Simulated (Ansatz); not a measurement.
Ba$_{2}$CuHgO$_{4}$:
```cif
data_Ba2CuHgO4
_chemical_formula_sum 'Ba2 Cu1 Hg1 O4'
_space_group_name_H-M_alt 'P4/mmm'
_space_group_IT_number 123
_space_group_name_Hall '-P 4 2'
_cell_length_a 3.88115
_cell_length_b 3.88115
_cell_length_c 9.66047
_cell_angle_alpha 90.000
_cell_angle_beta 90.000
_cell_angle_gamma 90.000
loop_
_atom_site_label
_atom_site_type_symbol
_atom_site_symmetry_multiplicity
_atom_site_Wyckoff_symbol
_atom_site_fract_x
_atom_site_fract_y
_atom_site_fract_z
_atom_site_occupancy
Ba1 Ba 2 h 0.50000 0.50000 0.30386 1
Cu1 Cu 1 b 0.00000 0.00000 0.50000 1
Hg1 Hg 1 a 0.00000 0.00000 0.00000 1
O1 O 2 g 0.00000 0.00000 0.20467 1
O2 O 2 e 0.00000 0.50000 0.50000 1
```

Relaxed with r²SCAN.

Question: Tabulate the valence density and the electron localisation function along the shortest Ba–O contact (2.71 Å), DFT-r²SCAN in the program Ansatz with PAW potentials.

Answer: 

```tsv
distance from Ba (Å)	density (e/Å³)	ELF
0.27	0.53	0.01
0.41	0.93	0.20
0.54	1.29	0.60
0.68	1.40	0.81
0.81	1.23	0.87
0.95	0.90	0.85
1.08	0.58	0.72
1.22	0.36	0.40
1.36	0.24	0.14
1.49	0.22	0.11
1.63	0.28	0.26
1.76	0.43	0.58
1.90	0.75	0.78
2.03	1.37	0.84
2.17	2.62	0.84
2.31	4.51	0.77
2.44	6.33	0.59
```

The density is the valence pseudo-density with augmentation charge, so density and ELF within about 1 Å of a nucleus are not all-electron values.

The workflow started from a Materials Project entry (that database holds measured and hypothetical structures alike); the Crystallography Open Database copy checked does not list it. Its standing as an ambient phase is unchecked. The r²SCAN relaxation kept the symmetry of its start; its stability against distortions is not shown here. No spin polarisation was allowed. No Hubbard U is applied. Spin–orbit coupling is left out wherever it is not named.

Potentials: the later of the program's two PAW sets.
